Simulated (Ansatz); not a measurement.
**TaN: energy along a strain**

TaN, Fm-3m, a = 4.358 Å (as given, not relaxed at this level: 4.4 GPa). This isn't the usual stable structure of the compound. Ansatz: PBEsol, PAW, 420 eV, Γ-centred 18×18×18 mesh on 2 atoms, Gaussian smearing 0.15 eV; no spin polarisation. Cell vectors (Å): 0.000 2.179 2.179; 2.179 0.000 2.179; 2.179 2.179 0.000. The cell is strained by x per cent times the pattern (1 0 0 0 0 0) in the order xx yy zz yz xz xy (engineering shears), with fractional coordinates held. y is the free energy over the start, V0 = 10.346 Å³/atom.

```tsv
x (%)	y (meV/atom)
-4.00	?
-3.00	35.73
-2.00	17.28
-1.00	5.64
0.00	0.00
1.00	-0.31
2.00	4.11
3.00	12.55
3.50	18.02
4.00	24.20
```

Q: Fit y = c1 x + c2 x² + c3 x³ to the other rows, get the stiffness along the pattern, and predict the missing energy.

A: Least squares on the rows shown. y = −2.8367 x + 2.6803 x² − 0.11436 x³. The clamped-ion stiffness p·C·p = 2 × 26.80 eV × 160.2 / 10.346 Å³ = 830 GPa, which is C11 in these axes (second derivative at the start, which stands under stress). At x = -4.00 the fit asked for gives 61.55 meV/atom. The run gave 61.90 meV/atom, so the fit is 0.35 meV/atom too low, 0.56 % of the span of the series, against an rms of 0.02 meV/atom on the fitted rows. The row lies outside the fitted range. With a term in x⁴ added, a fit to the same known rows predicts 61.54 meV/atom, no real gain.

Spin–orbit coupling is left out, which can shift energies with elements as heavy as these.